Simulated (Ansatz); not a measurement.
**A run on TeAs₂ that went wrong**

Someone meant to compute TeAs₂ with PBEsol, plane waves and PAW in Ansatz and wrote this input.

```yaml
crystal:
  lattice:
    - [-3.556454, 3.556454, 2.940516]
    - [3.556454, -3.556454, 2.940516]
    - [3.556454, 3.556454, -2.940516]
  atoms:
    - { symbol: Te, position: [0.75, 0.25, 0.5] }
    - { symbol: Te, position: [0.0, 0.0, 0.0] }
    - { symbol: As, position: [0.375, 0.625, 0.25] }
    - { symbol: As, position: [0.375, 0.125, 0.75] }
    - { symbol: As, position: [0.375, 0.625, 0.75] }
    - { symbol: As, position: [0.875, 0.625, 0.25] }
basis:
  ecutwfc: 420
kpoints:
  mp_grid: { grid: [1, 1, 1] }
hamiltonian:
  xc: pbesol
scf:
  occupations: { method: gaussian, width: 0.1 }
output:
  forces: true
  stress: true
  eigenvalues: true
```

Command:

```bash
ansatz run input.yaml --threads 1 --pin off --max-ram 2560MiB --backend cpu --events-out ev --progress --plain --runs-dir out
```

From the log (HF is the Harris–Foulkes energy, dr2 the density residual in eV):

```text
Pseudopotential: Te, paw, valence charge 16, recommended cutoff 420 eV (normal)
Pseudopotential: As, paw, valence charge 15, recommended cutoff 420 eV (normal)
Crystal: 6 atoms, lattice volume = 148.771 Å³
Basis set: ecut = 420 eV, 2893 PW (Γ), exchange–correlation on 80×80×80 points (8 copies of the dense FFT grid, shifted against one another)
Bands: 56, of which v1, the nominal top of the filled ones, is band 46 counted from 1 (45 counted from 0)
Symmetry: 16 space group operations
Space group: I41/amd (ITA 141), of the structure as read, at distance tolerance 5.3e-5 Å
k-points: 1
PAW frozen core: Te, regenerated for the run's functional, and the local potential with it (the file was generated under x = pbe(κ = 0.804, μ = 0.2195), c = pbe(β = 0.0667))
PAW frozen core: As, regenerated for the run's functional, and the local potential with it (the file was generated under x = pbe(κ = 0.804, μ = 0.2195), c = pbe(β = 0.0667))
Initial density: superposition of atomic densities, corrected by the library's trained network
SCF iter   1: HF=-33064.670245 eV  Δρ=1.25e-2  dr2=5.77e-1
SCF iter   2: HF=-33064.529430 eV  Δρ=7.39e-3  dr2=1.71e-1
SCF iter   3: HF=-33064.478283 eV  Δρ=1.84e-3  dr2=7.55e-3
SCF iter   4: HF=-33064.473969 eV  Δρ=7.47e-4  dr2=7.95e-4
automatic band count: iteration 4 solves 55 bands in place of 56: the levels show a gap, and the empty bands left out lie too high to hold charge; the band table lists the bands solved (type scf.n_extra_bands for more)
SCF iter   5: HF=-33064.473976 eV  Δρ=1.57e-4  dr2=3.37e-5
SCF iter   6: HF=-33064.473928 eV  Δρ=5.31e-5  dr2=2.70e-6
SCF iter   7: HF=-33064.473930 eV  Δρ=9.82e-6  dr2=1.30e-7
SCF iter   8: F=-33064.473930 eV  HF=-33064.473930 eV  Δρ=1.14e-6  dr2=1.64e-9
SCF 1 converged in 8 iterations: F = -33064.473930 eV  dr2 = 1.64e-9
SCF converged after 8 iterations
Free energy (F): -33064.473930 eV
E sigma→0 (E₀):  -33064.473930 eV
Fermi energy:    10.289059 eV
--- Forces (eV/Å), atoms counted from 1 ---
  atom   1  Te    -0.00000000     0.00000000     0.00000000
  atom   2  Te     0.00000000     0.00000000     0.00000000
  atom   3  As     0.00000000     0.00000000     0.00000000
  atom   4  As     0.00000000     0.00000000     0.00000000
  atom   5  As     0.00000000     0.00000000    -0.00000000
  atom   6  As     0.00000000    -0.00000000    -0.00000000
--- Stress (GPa, compression-positive) ---
      -15.177457      -0.000000       0.000000
       -0.000000     -15.177457      -0.000000
        0.000000      -0.000000     -24.490035
  P = ⅓ Tr σ = -18.2816 GPa (-182.816 kbar)
```

**Question.** The run finished without an error. What is wrong all the same?

**Answer.** The fault is one k-point for a metal. One point can't sample a Fermi surface. The cure is a converged mesh.

Mended input, as a difference:

```diff
 kpoints:
-  mp_grid: { grid: [1, 1, 1] }
+  mp_grid: { grid: [8, 8, 8] }
```

Result of the mended run: a pressure of -3.78 GPa, no gap. The faulty run's energy lay 1.76 eV per atom lower.

Time of the mended run: 21 s on 1 thread of Oxide Virtual Turin-like Processor (Zen 5), on a shared host, peak memory 0.66 GiB.